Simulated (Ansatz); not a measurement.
InP (CsCl type, space group No. 221) at seven volumes, r²SCAN (plane waves, PAW; program Ansatz), scaled uniformly. One row is withheld.

| V (Å³/atom) | P (GPa) |
|---|---|
| 18.268 | 8.26 |
| 18.870 | 4.89 |
| 19.472 | 2.17 |
| 20.075 | 0.00 |
| 20.677 | ? |
| 21.279 | -3.64 |
| 21.881 | -5.03 |

Task: Fit the shown pressures and predict the withheld one.

Result: P = (3/2)B₀(x^(7/2) − x^(5/2))[1 + (3/4)(B′ − 4)(x − 1)] with x = (V₀/V)^(2/3). Least squares on the six rows gives V₀ = 20.050 Å³/atom, B₀ = 70.6 GPa, B′ = 4.79. At V = 20.677, x = 0.9797 and P = -2.02 GPa. The run itself gave -1.99 GPa.

Space group Pm-3m (CsCl type). The cell is a constructed one: a structure type filled with these elements; neither database checked (COD, Materials Project) lists it. It is not the phase usual at ambient conditions (space group No. 216). The r²SCAN relaxation kept the symmetry of its start; whether a distortion lowers the energy is not shown.

Potentials: the later of the program's two PAW sets.
